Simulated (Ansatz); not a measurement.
Nb3Ir (A15 (Cr3Si type), Pm-3n) at seven volumes, r²SCAN in the plane-wave PAW code Ansatz, scaled uniformly. One row is withheld.

```csv
V (Å³/atom),P (GPa)
15.536,26.73
16.049,16.44
16.561,?
17.073,0.00
17.585,-6.49
18.097,-12.05
18.609,-16.79
```

### Question
Fit the shown pressures and predict the withheld one.

### Answer
Third-order Birch–Murnaghan: P = (3/2)B₀(x^(7/2) − x^(5/2))[1 + (3/4)(B′ − 4)(x − 1)] with x = (V₀/V)^(2/3). Least squares on the six rows gives V₀ = 17.074 Å³/atom, B₀ = 233.2 GPa, B′ = 4.13. At V = 16.561, x = 1.0205 and P = 7.58 GPa. The run itself gave 7.59 GPa.

The workflow started from a Materials Project entry (that database holds measured and hypothetical structures alike); the Crystallography Open Database files this formula in space group No. 223, but the cells were not matched. Its standing as an ambient phase is unchecked. The cell was relaxed with r²SCAN under the symmetry of its start; whether a distortion lowers the energy is not shown. No spin polarisation was allowed. Spin–orbit coupling is left out wherever it is not named.

Potentials: the later of the program's two PAW sets.
